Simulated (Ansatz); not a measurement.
ZrPbO3 (cubic perovskite)

```xyz
5
Lattice="4.1413 0.0000 0.0000 0.0000 4.1413 0.0000 0.0000 0.0000 4.1413" Properties=species:S:1:pos:R:3 pbc="T T T"
Zr     0.0000     0.0000     0.0000
Pb     2.0706     2.0706     2.0706
O      2.0706     0.0000     0.0000
O      0.0000     2.0706     0.0000
O      0.0000     0.0000     2.0706
```

The slice is a {110} plane (indices of the conventional cell) through the point (0.500, 0.000, 0.000) (fractional), spanned by u = [100] and v = [011] in vectors of this cell: u (4.14 Å) and v (5.86 Å, at 90° to u). It covers one period; positions are fractions (u, v).

Level of theory: PBEsol (plane waves to 420 eV, PAW, scalar-relativistic; Ansatz, an electronic-structure program). k mesh 8×8×8. Near the nuclei the fields are pseudised (PAW); where an atom keeps semicore shells as valence, they peak there. Spin-orbit coupling is left out, though Pb is heavy. This is a high-temperature form of ZrPbO3. ZrPbO3 is run without spin polarisation. ZrPbO3 was relaxed with its symmetry unable to fall.

### Question
Around which element is the density of the highest valence band (whole band, smooth part) largest on this plane?

### Answer
O. Mean over a disc round each atom, of radius 0.45 times the shortest bond: O 0.101, Pb 0.014, Zr 0.008 e/Å³.

### Question
What is the valence density on the shortest Zr–O line in this plane (2.07 Å), at its minimum between the atoms?

### Answer
0.71 e/Å³.

### Question
What is the ELF at the density minimum of the shortest Zr–O line in this plane (2.07 Å)?

### Answer
0.2.

### Question
Sketch the electron localisation function (ELF) on this plane as a map.

### Answer
```
|xxxx@@@@%%--::**@@@@xxxxxxxx@@@@**::--%%@@@@xx|
|xx%%@@@@%%--..++@@@@%%xxxx%%@@@@++..--%%@@@@%%|
|@@@@@@@@##::..--##@@@@@@@@@@@@##--..::##@@@@@@|
|@@@@@@%%++::  ..==##%%@@@@%%##==..  ::++%%@@@@|
|######++--..    ..::==++++==::..    ..--++####|
|====--::..            ....            ..::--==|
|........                                ......|
|......                                    ....|
|::::::....                            ....::::|
|====----::..                        ..::----==|
|++++++==--::..                    ..::--==++++|
|====++++==--::..                ..::--==++++==|
|..::--==++==--::                ::--==++==--::|
|xx  ..--++++==::..            ..::==++++--..  |
|xxxx  ::==++==--..            ..--==++==::  xx|
|xxxxxx..==++==--..            ..--==++==..xxxx|
|xxxx  ::==++==--..            ..--==++==::  xx|
|xx  ..--++++==::..            ..::==++++--..  |
|..::--==++==--::                ::--==++==--::|
|====++++==--::..                ..::--==++++==|
|++++++==--::..                    ..::--==++++|
|====----::..                        ..::----==|
|::::::....                            ....::::|
|......                                    ....|
|........                                ......|
|====--::..            ....            ..::--==|
|######++--..    ..::==++++==::..    ..--++####|
|@@@@@@%%++::  ..==##%%@@@@%%##==..  ::++%%@@@@|
|@@@@@@@@##::..--##@@@@@@@@@@@@##--..::##@@@@@@|
|xx%%@@@@%%--..++@@@@%%xxxx%%@@@@++..--%%@@@@%%|
|xxxx@@@@%%--::**@@@@xxxxxxxx@@@@**::--%%@@@@xx|
|xxxxxx@@%%==::##@@%%xxxxxxxx%%@@##::==%%@@xxxx|
```
Scale: ten equal steps from 0.02 (start of ' ') to 0.84 (end of '@'), in the order ' .:-=+*#%@'. Values: electron localisation function (ELF). The map has 23 points along u (two characters each, u = 0 at the left) and 32 along v (v = 0 in the bottom row). Points within 0.4 Å of a nucleus are blanked (x), as the pseudised field means little there.
